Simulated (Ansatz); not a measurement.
BaTiO3:
```
CELL_PARAMETERS angstrom
      2.84031     1.63986     2.33133
     -2.84031     1.63986     2.33133
      0.00000    -3.27971     2.33133
ATOMIC_POSITIONS crystal
  Ba 0.00124 0.00124 0.00124
  Ti 0.51468 0.51468 0.51468
  O  0.48825 0.97868 0.48825
  O  0.48825 0.48825 0.97868
  O  0.97868 0.48825 0.48825
```

Tensor components refer to the Cartesian frame of this cell.

Q: Give the high-frequency dielectric tensor and the Born effective charge tensors of the independent atoms from DFPT, plane-wave PAW r²SCAN (Ansatz code).

A: 
ε∞:
```
5.42  0.00  0.00
0.00  5.42  0.00
0.00  0.00  4.92
```
Z* of atom 1 (Ba), rows: field, columns: displacement, in e:
```
2.78  0.00  0.00
0.00  2.78  0.00
0.00  0.00  2.73
```
Z* of atom 2 (Ti), rows: field, columns: displacement, in e:
```
6.33  0.00  0.00
0.00  6.33  0.00
0.00  0.00  5.23
```
Z* of atom 3 (O), rows: field, columns: displacement, in e:
```
-3.59   0.96   1.19
 0.96  -2.49  -0.68
 0.98  -0.57  -2.65
```

Static charges for comparison (Bader): Ba1 +1.58, Ti2 +2.29, O3 -1.29 e. Born charges measure polarisation by displacement and can exceed these by far.

Space group R3m. This is a known low-temperature phase of the composition, computed here at zero pressure and temperature. The cell was relaxed with r²SCAN under the symmetry of its start; its stability against distortions is not shown here. No spin polarisation was allowed. Scalar-relativistic: spin–orbit coupling is off unless named, which matters more the heavier the elements.

Potentials: the earlier of the program's two PAW sets. The files were generated under PBE; for other functionals the program regenerates the frozen cores, and for LDA and PBEsol the local potential too.
